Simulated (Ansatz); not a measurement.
Values for one crystal, relaxed and computed with DFT-PBEsol in the program Ansatz with PAW potentials; other levels are named.

```yaml
volume_per_atom: 16.92 Å³
electronic_character: metallic (no gap)
zone_centre_stability: no imaginary mode at Γ
Pressure derivative B′: 4.5
highest_zone_centre_frequency: 480 cm⁻¹
Bulk modulus (Birch–Murnaghan fit): 73.9 GPa
Elastic constants (relaxed ions, GPa): C11 = 122, C12 = 55.7, C13 = 40.3, C33 = 153, C44 = -16.8
```

### Question
Pick the material that matches.
A. Mg, bcc (W type)
B. Al, P6/mmm (Al on 2e, Al on 2d, Al on 3f)
C. Mg, P6/mmm (Mg on 1a, Mg on 2d)
D. Ag, β-Sn type

### Answer
B, Al, P6/mmm (Al on 2e, Al on 2d, Al on 3f)

The start of the workflow was typed in or built on a structure type; neither database checked (COD, Materials Project) lists it. It is not the phase usual at ambient conditions (space group No. 225). Symmetry was held in the PBEsol relaxation. At this level the phase is mechanically unstable. As this level gives no gap, shear constants depend on the k-mesh and smearing (Fermi–Dirac, 0.1 eV here). As this level gives no gap, phonon frequencies hold no LO–TO term and depend on the k-mesh and smearing (Fermi–Dirac, 0.1 eV here). On the denser mesh and wider smearing of the elastic run this cell carries a stress of 0.9 GPa.

Potentials: the later of the program's two PAW sets.
